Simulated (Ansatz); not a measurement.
# RbPbCO5, a known structure type with other elements, at an estimated volume

```
CELL_PARAMETERS angstrom
2.61978 4.53759 0.00000
-2.61978 4.53759 0.00000
0.00000 0.00000 10.70425
ATOMIC_POSITIONS crystal
Rb 0.00000 0.00000 0.00000
Rb 0.00000 0.00000 0.50000
O 0.33330 0.33340 0.43500
O 0.66660 0.66670 0.93500
O 0.33330 0.33340 0.06500
O 0.66670 0.66670 0.56500
Pb 0.33330 0.33340 0.25000
Pb 0.66660 0.66670 0.75000
O 0.81100 0.81100 0.25000
O 0.18900 0.62200 0.75000
O 0.37800 0.81100 0.25000
O 0.18900 0.18900 0.75000
O 0.81100 0.37800 0.25000
O 0.62200 0.18900 0.75000
C 0.66670 0.66660 0.25000
C 0.33340 0.33330 0.75000
```

Single point in Ansatz 0.2.0 with r2SCAN, no spin polarisation. Cutoff 500 eV, PAW datasets, 8×8×3 Γ-centred k mesh, fermi-dirac filling (width 0.1 eV).

Is it stable against the elements?

-1.06 eV an atom against the elements' usual phases (free molecules for gases, crystals otherwise, with no correction for O₂ or N₂), so it is bound against them; other compounds may still compete. Relaxing would lower it.

What happens at the Fermi level?

It is a metal on this mesh, though the bands barely overlap, with about 17 states/eV a cell as the mean within 0.25 eV of the Fermi level, mostly O p (98 %).

What does the stress say?

The pressure is -5.4 GPa (compression positive), so with the atoms held at these fractions the cell would first shrink; the forces are large, so a full relaxation may end otherwise. The principal stresses -6.5, -6.5, -3.0 GPa differ, so its shape would change too.

Which atom feels the largest force, and which way?

The largest is on O14 (and as large on other atoms): 1.59 eV/Å, components (-1.37, -0.79, 0.00). It makes 0° with the line to a nearest neighbour, C16 at 1.31 Å, pointing towards it.

Origin: a known structure type with other elements, at an estimated volume, so it need not be a known compound. Caveats: many states at the Fermi level without spin polarisation, so a magnetic state may lie lower; atoms or cell far from equilibrium.
